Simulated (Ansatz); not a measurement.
Data:

TaRu3:
Space group Pm-3m (No. 221); a = 3.854 Å, b = 3.854 Å, c = 3.854 Å, α = 90.00°, β = 90.00°, γ = 90.00°

```tsv
atom	site	symmetry	x	y	z
Ta	1b	m-3m	0.5000	0.5000	0.5000
Ru	3d	4/mm.m	0.0000	0.0000	0.5000
```

This is the PBEsol-relaxed structure.

### Question
All from DFT-PBEsol in the program Ansatz with PAW potentials, unless another level is named. Give the density of states at the Fermi level.

### Answer
1.1 states/eV per atom (mean over ±0.08 eV).

### Question
Give the formation energy from the elements (no fitted shifts).

### Answer
-0.18 eV/atom.

The workflow started from a Materials Project entry (that database holds measured and hypothetical structures alike); the Crystallography Open Database copy checked does not list it. Whether it is the stable phase at ambient conditions was not checked. Symmetry was held in the PBEsol relaxation; its stability against distortions is not shown here. No spin polarisation was allowed. The references are the lowest solids computed at this level, not always the standard phases. Spin–orbit coupling is left out wherever it is not named.

Potentials: the later of the program's two PAW sets.
